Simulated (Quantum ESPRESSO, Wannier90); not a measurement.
# Tight-binding from DFT: InAs (wurtzite)

```
InAs
1.0
    4.31140     0.00000     0.00000
   -2.15570     3.73378     0.00000
    0.00000     0.00000     7.08879
In As
2 2
Direct
  0.66667   0.33333   0.50059
  0.33333   0.66667   0.00059
  0.66667   0.33333   0.87491
  0.33333   0.66667   0.37491
```

Cell from Materials Project (mp-1007652), symmetrised, no further relaxation. Not found in the COD (Crystallography Open Database) copy used, which has the formula in other groups; not checked further. Computed values, not measurements, from LDA: Quantum ESPRESSO (norm-conserving PseudoDojo potentials, cutoff 64 Ry, no spin polarisation, no spin-orbit coupling) on a Γ-centred 6×6×4 mesh, then Wannier90. Density: 12×12×6 mesh, cold smearing 0.01 Ry. Spin-orbit coupling is left out although heavy elements are present.

Valence charges of the files: In 13, As 15. 46 bands were computed.

Isolated groups of bands, relative to the Fermi level (bands from 23 on overlap up to the last one computed):

```csv
bands,from (eV),to (eV),filling,weight on atomic waves
1–10,-35.30,-35.27,filled,As 3d 100 %
11–20,-14.52,-14.22,filled,In 4d 98 %
21–22,-11.79,-9.85,filled,"As 4s 63 %, In 5p 21 %, In 5s 10 %"
```

Wanted is a model with the orbitals In s p, As s p, without the filled groups that are mainly made of other shells (semicore states, and anion s where it isn't named); all higher bands stay in for disentanglement.

Problem. Give num_wann, exclude_bands and num_bands, and the number of electrons that the model holds.

Solution. Electrons: 2×13 + 2×15 = 56, or 28.0 bands' worth; no gap over 0.05 eV opens at the Fermi level at this level of theory.
num_wann = 2×4 + 2×4 = 16.
exclude_bands = 1-20, 20 bands, so num_bands = 46 − 20 = 26.
The model holds 56 − 2×20 = 16 electrons. With the window frozen to 1.50 eV it follows pw.x to 3.6 meV rms (states up to 1.0 eV relative to the Fermi level).
